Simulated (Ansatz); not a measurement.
Relaxed-ion elastic tensor of Sn (body-centred tetragonal, I4/mmm) in GPa (Voigt order), r²SCAN in the plane-wave PAW code Ansatz; density 7.21 g/cm³, 27.36 Å³ per atom.

```
84.5  25.3  46.1   0.0   0.0   0.0
25.3  84.5  46.1   0.0   0.0   0.0
46.1  46.1  58.6   0.0   0.0   0.0
 0.0   0.0   0.0   7.0   0.0   0.0
 0.0   0.0   0.0   0.0   7.0   0.0
 0.0   0.0   0.0   0.0   0.0  -2.3
```

Q: Is the crystal mechanically stable?

A: No: the smallest eigenvalue of C is -2.3 GPa.

This is a known high-pressure phase of the composition, computed here at zero pressure and temperature. The r²SCAN relaxation kept the symmetry of its start. At this level the phase is mechanically unstable. As this level gives no gap, shear constants depend on the k-mesh and smearing (Fermi–Dirac, 0.1 eV here). Spin–orbit coupling is left out wherever it is not named.

Potentials: the earlier of the program's two PAW sets.
